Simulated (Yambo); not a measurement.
N (space group P6_3/mmc, No. 194), G0W0@PBEsol in Yambo with this input:

```
rim_cut
gw0
dyson
el_el_corr
HF_and_locXC
ppa
em1d
RandQpts= 1000000
RandGvec= 1 Ry
EXXRLvcs= 84 Ry
VXCRLvcs= 336 Ry
Chimod= "HARTREE"
% BndsRnXp
 1 | 184 |
%
NGsBlkXp= 8 Ry
% LongDrXp
 1.0 | 1.0 | 1.0 |
%
PPAPntXp= 27.2114 eV
% GbndRnge
 1 | 184 |
%
GTermKind= "BG"
DysSolver= "n"
ExtendOut
```

On a 3×3×2 mesh, with wavefunctions cut at 84 Ry, the gap (Γ → K) is 13.537 eV and the valence edge shifts by -3.068 eV.

Q: What happens with this change: no random integration?

A: The gap falls by 0.158 eV, to 13.379 eV; the shift of the valence edge becomes -2.859 eV. Neither run is shown to be the converged limit. The mesh misses a band edge: along a dense path the PBEsol gap is 7.02 eV against 7.08 eV on the mesh.

Geometry relaxed with PBE+D3(BJ); primitive cell a = b = 3.799 Å, c = 7.420 Å, α = β = 90.00°, γ = 120.00°.

The structure is a Materials Project entry; no match was found in the copy of COD used, and its stability was not checked.

A shift is the quasiparticle energy of the state minus its PBEsol energy.
